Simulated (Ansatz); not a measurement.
Data:

CuCl:
Space group F-43m (No. 216); a = b = c = 5.2899 Å, α = β = γ = 90.00°

```tsv
atom	site	symmetry	x	y	z
Cu	4a	-43m	0.0000	0.0000	0.0000
Cl	4c	-43m	0.2500	0.2500	0.2500
```
(The calculation used a cell of 2 atoms; values per cell refer to that cell.)

This is the PBEsol-relaxed structure.

Q: All from plane-wave PAW PBEsol (Ansatz code), unless another level is named. Predict the electron effective mass.

A: 0.20 mₑ (isotropic).

Q: What about the HSE06 gap on the PBEsol cell?

A: 2.45 eV.

Q: Predict the hole effective mass, band 3 of 3 at the edge.

A: 0.34 along [100], 0.28 along [110], 0.27 along [111] (mₑ).

Q: Give the band gap.

A: 0.55 eV (direct).

Q: Predict the valence-band maximum.

A: at Γ.

The PBEsol relaxation kept the symmetry of its start. The run is not spin-polarised.

Potentials: the earlier of the program's two PAW sets. The files were generated under PBE; for other functionals the program regenerates the frozen cores, and for LDA and PBEsol the local potential too.
